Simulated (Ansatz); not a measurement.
**Trial structures of GeB4P: starts and ends**

Theory: DFT PBE, scalar-relativistic, plane waves, PAW in Ansatz 0.2.0. Settings: cutoff 420 eV, Γ-centred meshes spaced at most about 0.3 Å⁻¹, and about 0.25 Å⁻¹ or finer for metals (2π included), Gaussian smearing. No spin polarisation in the final relaxations.

Each guess was relaxed in cell and atoms at zero pressure, within the symmetry of its start. All energies are static (0 K, no zero-point motion). Coordination counts B or Ge atoms around P (for each partner element, those within 1.25 times its shortest distance or 1.15 times the sum of covalent radii, where it is the nearest in units of that sum or under 1.3; the shortest distance is added where it exceeds 1.18 times the sum of covalent radii).

```tsv
guess	made from	start group	V start (Å³/atom)	end group	V end (Å³/atom)	coordination at the end	gap on mesh (eV)	E over the lowest end (meV/atom)
1	Mg4SiGe type	P4/mmm	14.6	P4/mmm	9.8	P 8	0	407
2	HfTaB4 type	P6/mmm	9.9	P6/mmm	10.1	P 12 from 2.5 Å	0	85
3	CeDyC4 type	P4/mmm	9.5	P4/mmm	11.7	P 2	0	667
4	TiVH4 type	R-3m	9.5	R-3m	10.8	P 2	0	0
5	random cell	F-43m	23.8	?	?	?	?	?
```

Guess 5 as it starts:

```cif
data_structure
_symmetry_space_group_name_H-M 'P 1'
_symmetry_Int_Tables_number 1
_cell_length_a 5.8647
_cell_length_b 5.8647
_cell_length_c 5.8647
_cell_angle_alpha 60.000
_cell_angle_beta 60.000
_cell_angle_gamma 60.000
_cell_volume 142.63
loop_
_atom_site_label
_atom_site_type_symbol
_atom_site_fract_x
_atom_site_fract_y
_atom_site_fract_z
_atom_site_occupancy
Ge1 Ge 0.00000 0.00000 0.00000 1
B1 B 0.36573 0.36573 0.36573 1
B2 B 0.36573 0.36573 0.90280 1
B3 B 0.36573 0.90280 0.36573 1
B4 B 0.90280 0.36573 0.36573 1
P1 P 0.50000 0.50000 0.50000 1
```

Q: Predict the end of this guess and its energy over the lowest end.

A: It ends in space group F-43m (No. 216), with a = 6.799 Å, 13.1 Å³/atom and no gap. It lies 6 meV/atom over the lowest end, within the noise of guess 4 and below guess 2. Counting B or Ge atoms around P, this end has P 4 and the lowest (guess 4) has P 2. This end holds B–B units of three or more atoms (shortest 1.72 Å); the lowest (guess 4) holds B–B nets (shortest 1.75 Å).

```
Ge B P
1.0
     0.00000    3.39941    3.39941
     3.39941    0.00000    3.39941
     3.39941    3.39941    0.00000
Ge B P
1 4 1
Direct
  0.00000 0.00000 0.00000
  0.98210 0.33930 0.33930
  0.33930 0.98210 0.33930
  0.33930 0.33930 0.98210
  0.33930 0.33930 0.33930
  0.50000 0.50000 0.50000
```

Formation energies are uncorrected and refer to the elements' standard structures at the same level. The references include black phosphorus.

Q: Is the lowest end bound against the elements?

A: No: its formation energy is +0.58 eV/atom. The separate elements lie lower, so it is unstable against them.

For metals, differences of a few meV/atom aren't resolved. No dispersion correction is applied, so the spacing and binding between layers, chains or molecules are poorly described (P6/mmm, P4/mmm at 11.7 Å³/atom), and this can change margins and order among such cells. A magnetic state wasn't ruled out in cells without spin, among them R-3m, F-43m, P6/mmm, P4/mmm at 9.8 Å³/atom, P4/mmm at 11.7 Å³/atom. The reference form of P is held partly by dispersion forces, which this level lacks. Cells relaxed within their symmetry can be saddle points. A lower structure may well exist outside this small set. Some types were kept out of the candidates beforehand, so the set may lack a known form.
